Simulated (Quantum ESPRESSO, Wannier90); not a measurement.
## Wannier functions of PdCl$_{2}$ (P2₁/c)

```xyz
6
Lattice="5.6425 0.0000 0.0000 0.0000 3.9746 0.0000 -1.9534 0.0000 6.1475" Properties=species:S:1:pos:R:3 pbc="T T T"
Pd    -0.9767     0.0000     3.0737
Pd     0.0000     1.9873     0.0000
Cl     0.7896     0.9584     1.9207
Cl    -0.7896    -0.9584    -1.9207
Cl    -1.7663    -1.0289     1.1530
Cl     1.7663     1.0289    -1.1530
```

Materials Project entry mp-1018891; symmetrised, unrelaxed at this level. Not found in the COD (Crystallography Open Database) copy used, which has the formula in other groups; not checked further. Method: PBEsol plane waves in Quantum ESPRESSO 7.5 (PseudoDojo norm-conserving files, 66 Ry, spinors with spin-orbit coupling), Bloch states on a 4×4×4 mesh through Γ, Wannier90 4.0.1. Density: 6×8×6 mesh, Gaussian smearing 0.01 Ry. The cell is built of weakly bound layers, chains or molecules, whose nearest atoms lie 3.67 Å apart. Database cells relaxed without dispersion often hold them too far apart, which can enlarge gaps and weakens couplings between them; spacing and stacking were not compared with the measured crystal.

A tight-binding model is made by disentanglement and projection with no localisation steps (num_iter = 0), so the 44 orbitals stay atom-like: hydrogen-like Pd: d; Cl: p, axes along x, y, z; frozen window up to 3.79 eV relative to the valence-band maximum. It follows pw.x to 0.8 meV rms for states up to 1.5 eV relative to the valence-band maximum. Matrix elements depend on this choice of orbitals and windows.

Task: What are the on-site energies relative to the valence-band maximum, and how fast do the hoppings decay?

Result: 
```
atom         orbitals  energy (eV)
----  ---------------  -----------
Pd1         dz2↑ dz2↓        -2.09
Pd1         dxz↑ dxz↓        -2.06
Pd1         dyz↑ dyz↓        -1.83
Pd1   dx2-y2↑ dx2-y2↓        -1.74
Pd1         dxy↑ dxy↓        -1.68
Pd2         dz2↑ dz2↓        -2.09
Pd2         dxz↑ dxz↓        -2.06
Pd2         dyz↑ dyz↓        -1.83
Pd2   dx2-y2↑ dx2-y2↓        -1.74
Pd2         dxy↑ dxy↓        -1.68
Cl3           pz↑ pz↓        -3.03
Cl3           px↑ px↓        -2.88
Cl3           py↑ py↓        -2.64
Cl4           pz↑ pz↓        -3.03
Cl4           px↑ px↓        -2.88
Cl4           py↑ py↓        -2.64
Cl5           pz↑ pz↓        -3.03
Cl5           px↑ px↓        -2.88
Cl5           py↑ py↓        -2.64
Cl6           pz↑ pz↓        -3.03
Cl6           px↑ px↓        -2.88
Cl6           py↑ py↓        -2.64
```

| distance of the centres (Å) | largest modulus (eV) |
|---|---|
| 2–3 | 1.0 |
| 3–4 | 0.69 |
| 4–5 | 0.10 |
| 5–6 | 0.039 |
| 6–7 | 0.043 |

Effective spin-orbit constants λ of λ L·S, from the same-site elements px↑–py↑ (λ/2) and dx2-y2↑–dxy↑ (λ), where they are among the larger elements: Pd1 d 0.19 eV, Pd2 d 0.19 eV.
